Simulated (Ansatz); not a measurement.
**SiO2: a ladder of calculations**

Cell of run 1: an entry of the Crystallography Open Database (COD), atoms as given.

Space group P4_12_12 (No. 92); a = 4.9080, c = 6.7840 Å.

| site | Wyckoff | site symmetry | x | y | z |
| --- | --- | --- | --- | --- | --- |
| Si | 4a | ..2 | 0.3083 | 0.3083 | 0.0000 |
| O | 8b | 1 | 0.2387 | 0.1161 | 0.1865 |

One atom of each set is listed.

Relaxed positions (PBE, cell held):

Si (0.3123, 0.3123, 0.0000)
O (0.2337, 0.1302, 0.1920)

All runs are DFT with Ansatz 0.2.0 (plane waves and PAW, scalar-relativistic unless spin–orbit coupling is named, Γ-centred meshes, Fermi–Dirac smearing where given) in this cell.

Run 1: PBE, gradients read without the response of the cores, atoms as given; 420 eV, 5×5×4 k-points, smearing 0.02 eV.
Run 2: PBE, gradients read without the response of the cores, atoms relaxed; 420 eV, 5×5×4 k-points, smearing 0.02 eV.
Run 3: r2SCAN, gradients read without the response of the cores, at the relaxed atoms; 500 eV, 5×5×4 k-points, smearing 0.02 eV.

```json
{"run": "1", "Si V_zz (η)": "-1.09 (0.73)", "O V_zz (η)": "9.06 (0.20)"}
{"run": "2", "Si V_zz (η)": "-0.42 (0.83)", "O V_zz (η)": "9.45 (0.24)"}
{"run": "3", "Si V_zz (η)": "?", "O V_zz (η)": "?"}
```

V_zz in 10²¹ V/m².

**Question.** Estimate the row of run 3.

**Answer.** Si: -0.42 (0.77); O: 9.37 (0.24). It lies nearest to run 2, from whose tensors on these sites it differs by 0.09 at most (largest principal value of the difference, on O). Taken one at a time, the positions of the atoms (as given or relaxed) move the tensors on these sites by up to 0.75 (largest principal value of the change, on Si), the functional (r2SCAN with its higher cutoff) by 0.09 (O).

The cell is 5 % smaller than that of α-cristobalite at ambient conditions, so the entry probably stands for a crystal under pressure. In runs 1, 3 the atoms aren't at the calculated equilibrium (largest force 0.88, 0.34 eV/Å). The cell isn't the equilibrium one in run 1 (calculated pressure 10 GPa), and the entry's cell may itself be off.
